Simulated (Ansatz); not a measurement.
Total density of states per atom from PBEsol (plane waves, PAW; program Ansatz), in 0.25 eV bins, energy from the Fermi level:

(E (eV), states/eV/atom): (-7.85, 0.20); (-7.60, 0.22); (-7.35, 0.23); (-7.10, 0.24); (-6.85, 0.25); (-6.60, 0.26); (-6.35, 0.28); (-6.10, 0.29); (-5.85, 0.30); (-5.60, 0.31); (-5.35, 0.32); (-5.10, 0.34); (-4.85, 0.37); (-4.60, 0.39); (-4.35, 0.34); (-4.10, 0.35); (-3.85, 0.35); (-3.60, 0.35); (-3.35, 0.37); (-3.10, 0.39); (-2.85, 0.39); (-2.60, 0.42); (-2.35, 0.39); (-2.10, 0.32); (-1.85, 0.31); (-1.60, 0.37); (-1.35, 0.44); (-1.10, 0.48); (-0.85, 0.48); (-0.60, 0.46); (-0.35, 0.44); (-0.10, 0.47); (0.15, 0.51); (0.40, 0.44); (0.65, 0.44); (0.90, 0.48); (1.15, 0.52); (1.40, 0.51); (1.65, 0.53); (1.90, 0.54); (2.15, 0.53); (2.40, 0.50); (2.65, 0.55); (2.90, 0.56); (3.15, 0.53); (3.40, 0.57); (3.65, 0.59); (3.90, 0.56); (4.15, 0.59); (4.40, 0.62); (4.65, 0.71)

Task: Which of these materials gives this?
(A) H, Cmce (H on 8f)
(B) ZnCu2SiTe4, I-42m (Zn on 2a, Si on 2b, Cu on 4d, Te on 8i)
(C) TiS2, Pnnm (Ti on 2a, S on 4g)
(D) In, 9R (Sm type)

Result: D, In, 9R (Sm type). Within 0.5 eV of the Fermi level: In 5p 69 %, In 5s 29 %. Projections are on Löwdin-orthogonalised atomic valence shells; empty p or d shells of many metals are not among them.

Space group R-3m (9R (Sm type)). The first step of the workflow began from a Materials Project structure, measured or hypothetical; the Crystallography Open Database copy checked does not list it. It is not the phase usual at ambient conditions (space group No. 139). The PBEsol relaxation kept the symmetry of its start; its stability against distortions is not shown here. Scalar-relativistic: spin–orbit coupling is off unless named, which matters more the heavier the elements.

Potentials: the later of the program's two PAW sets.
